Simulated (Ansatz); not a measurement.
NaCl3 (A15 (Cr3Si type), Pm-3n), PBEsol (plane waves, PAW; program Ansatz), all energies at zero smearing, with the estimated change up to a 700 eV cutoff added, with one set of potentials and settings (totals compare only within such a set). Cell of 8 atoms (2 Na, 6 Cl): -9321.789 eV.

```
element                reference phase  E (eV/atom)
-------  -----------------------------  -----------
Na       P6_3/mmc, 2 atoms in the cell   -1475.8698
Cl           Cmce, 4 atoms in the cell   -1060.8120
```

Formation energy per atom, worked out: (-9321.789 − 2×(-1475.8698) − 6×(-1060.8120))/8 = -0.647 eV/atom (-62 kJ per mol of atoms), at 0 K, without zero-point energy or fitted corrections.

The workflow started from a Materials Project entry (that database holds measured and hypothetical structures alike); the Crystallography Open Database copy checked does not list it. Whether it is the stable phase at ambient conditions was not checked. The PBEsol relaxation kept the symmetry of its start. At this level the phase is mechanically unstable. The references are the lowest solids computed at this level, not always the standard phases (solids in place of the gases).

Potentials: the earlier of the program's two PAW sets. The files were generated under PBE; for other functionals the program regenerates the frozen cores, and for LDA and PBEsol the local potential too.
